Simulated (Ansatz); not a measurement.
HfTc:
```
HfTc
1.0
    3.22681     0.00000     0.00000
    0.00000     3.22681     0.00000
    0.00000     0.00000     3.22681
Hf Tc
1 1
Direct
  0.00000   0.00000   0.00000
  0.50000   0.50000   0.50000
```

Relaxed with PBEsol. Special points in fractions of this cell's reciprocal vectors: Γ (0.000, 0.000, 0.000); X (0.000, 0.500, 0.000); M (0.500, 0.500, 0.000); R (0.500, 0.500, 0.500).

Q: List the band energies nearest the Fermi level at these points for PBEsol with spin–orbit coupling (plane waves, PAW; program Ansatz).

A: In eV from the Fermi level; about four levels below and three above (degenerate sets whole), none deeper than 8.9 eV; points with the same levels are listed once.

```
k                                below                above
-  -----------------------------------  -------------------
Γ  -0.26 -0.26 -0.26 -0.26 -0.05 -0.05  3.51 3.51 3.51 3.51
X              -0.17 -0.17 -0.11 -0.11  0.79 0.79 2.29 2.29
M              -2.00 -2.00 -1.98 -1.98  1.87 1.87 1.92 1.92
R              -0.76 -0.76 -0.76 -0.76  1.97 1.97 1.97 1.97
```

Space group Pm-3m (CsCl type). The workflow started from an entry of the Crystallography Open Database (COD). Its standing as an ambient phase is unchecked. The PBEsol relaxation kept the symmetry of its start; of distortions, only those at the zone centre were tested. No spin polarisation was allowed.

Potentials: the later of the program's two PAW sets.
